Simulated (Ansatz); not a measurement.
FeNi:
```
CELL_PARAMETERS angstrom
      2.51368     0.00000     0.00000
      0.00000     2.51368     0.00000
      0.00000     0.00000     3.53618
ATOMIC_POSITIONS crystal
  Fe 0.00000 0.00000 0.00000
  Ni 0.50000 0.50000 0.50000
```
The run is spin-polarised; directions of the spins, atom by atom: ↑ ↑.

This is the r²SCAN-relaxed structure.

Problem. All from r²SCAN in the plane-wave PAW code Ansatz, unless another level is named. Give the density of states at the Fermi level.

Solution. 0.62 states/eV per atom (mean over ±0.08 eV).

Problem. And the formation energy from the elements (no fitted shifts)?

Solution. -0.11 eV/atom.

Space group P4/mmm (L1₀ or tetragonal B2). The first step of the workflow began from a Materials Project structure, measured or hypothetical; the Crystallography Open Database files this formula in space group No. 123, but the cells were not matched. Its standing as an ambient phase is unchecked. The r²SCAN relaxation kept the symmetry of its start; its stability against distortions is not shown here. The final state is ferromagnetic, chosen from 5 collinear starts compared on coarse meshes (ties went to the first, and starts can fall back to one state), not a proven ground state. Other orbital occupations within this spin state were not tried. The references are the lowest solids computed at this level, not always the standard phases.

Potentials: the earlier of the program's two PAW sets.
